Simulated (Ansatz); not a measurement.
TePb (zinc blende, space group No. 216) under volume change, PBE (plane waves, PAW; program Ansatz), scaled uniformly.

| V (Å³/atom) | E − E(relaxed) (meV/atom) | P (GPa) |
|---|---|---|
| 44.900 | 35.9 | 2.81 |
| 46.380 | 15.1 | 1.73 |
| 47.860 | 3.6 | 0.79 |
| 49.340 | 0.0 | 0.00 |
| 50.821 | 3.2 | -0.68 |
| 52.301 | 12.2 | -1.26 |
| 53.781 | 26.2 | -1.75 |

Task: What does a third-order Birch–Murnaghan fit give for V₀, B₀ and B′?

Result: V₀ = 49.34 Å³/atom, B₀ = 24.4 GPa, B′ = 4.2.

Space group F-43m (zinc blende). The cell is a constructed one: a structure type filled with these elements; neither database checked (COD, Materials Project) lists it. It is not the phase usual at ambient conditions (space group No. 225). Symmetry was held in the PBE relaxation; its stability against distortions is not shown here. Spin–orbit coupling is left out wherever it is not named.

Potentials: the later of the program's two PAW sets.
